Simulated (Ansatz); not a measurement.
**Trial structures of Hf₂SiOF₂: starts and ends**

Level of theory: Ansatz 0.2.0, DFT PBE, scalar-relativistic, plane waves, PAW. Settings: cutoff 420 eV, Γ-centred meshes spaced at most about 0.3 Å⁻¹, and about 0.25 Å⁻¹ or finer for metals (2π included), Gaussian smearing. No spin polarisation in the final relaxations.

Each guess was relaxed in cell and atoms at zero pressure, within the symmetry of its start. All energies are static (0 K, no zero-point motion). Coordination counts F or O atoms around Hf and Si (for each partner element, those within 1.25 times its shortest distance or 1.15 times the sum of covalent radii, where it is the nearest in units of that sum or under 1.3; a plus sign parts groups by distance over the sum of covalent radii; the shortest distance is added where it exceeds 1.18 times the sum of covalent radii; a slash parts the counts of unlike sites).

```tsv
guess	made from	start group	V start (Å³/atom)	end group	V end (Å³/atom)	coordination at the end	gap on mesh (eV)	E over the lowest end (meV/atom)
1	LaYMn2Si2 type	P4mm	15.1	P4mm	13.3	Hf 4/8, Si 4 from 3.4 Å	0	0
2	LaCr2Si2C type	P4/mmm	13.3	P4/mmm	14.2	Hf 2+4, Si 2 from 2.3 Å	0	647
3	Nd2FeSi2Ru type	P-4m2	15.6	P-4m2	13.4	Hf 4+2, Si 4 from 2.2 Å	0	923
4	LiTbCu2P2 type	P-3m1	12.6	?	?	?	?	?
5	PrSi2Mo2C type	P4/mmm	12.7	P4/mmm	16.8	Hf 4, Si 2 from 2.2 Å	0	1428
```

Guess 4 as it starts:

```
Hf Si O F
1.0
     3.74320    0.00000    0.00000
    -1.87160    3.24170    0.00000
     0.00000    0.00000    6.23310
Hf Si O F
2 1 1 2
Cartesian
  0.0000 2.1611 1.6460
  1.8716 1.0806 4.5871
  0.0000 0.0000 3.1165
  0.0000 0.0000 0.0000
  0.0000 2.1611 4.1646
  1.8716 1.0806 2.0685
```

Question: Predict the end of this guess and its energy over the lowest end.

Answer: It ends in space group P-3m1 (No. 164), with a = 3.746 Å, c = 6.435 Å, 13.0 Å³/atom and no gap. It lies 196 meV/atom over the lowest end, above guess 1 and below guess 2. The shortest distance is 2.19 Å (Hf–F) in this end and 2.27 Å (Hf–F and F–F) in the lowest (guess 1).

```cif
data_structure
_symmetry_space_group_name_H-M 'P-3m1'
_symmetry_Int_Tables_number 164
_cell_length_a 3.7456
_cell_length_b 3.7456
_cell_length_c 6.4351
_cell_angle_alpha 90.000
_cell_angle_beta 90.000
_cell_angle_gamma 120.000
_cell_volume 78.18
loop_
_atom_site_label
_atom_site_type_symbol
_atom_site_symmetry_multiplicity
_atom_site_Wyckoff_symbol
_atom_site_fract_x
_atom_site_fract_y
_atom_site_fract_z
_atom_site_occupancy
Hf1 Hf 2 d 0.33333 0.66667 0.22267 1
Si1 Si 1 b 0.00000 0.00000 0.50000 1
O1 O 1 a 0.00000 0.00000 0.00000 1
F1 F 2 d 0.33333 0.66667 0.83435 1
```

Energies over the elements count from the elements' standard structures at the same level (F₂, O₂ as molecules), with no fitted energy shifts.

Question: Is the lowest end bound against the elements?

Answer: Yes: its formation energy is −2.06 eV/atom. It lies below the elements, which doesn't yet make it stable against other compounds or structures.

Spin–orbit coupling, which can matter for Hf, is left out. The zero gap of P-3m1 may come from the functional, which often closes small gaps, or the cell may be a true semimetal. Cells relaxed within their symmetry can be saddle points. A lower structure may well exist outside this small set. Some candidate types were left out of the draw beforehand, so a known form may be missing.
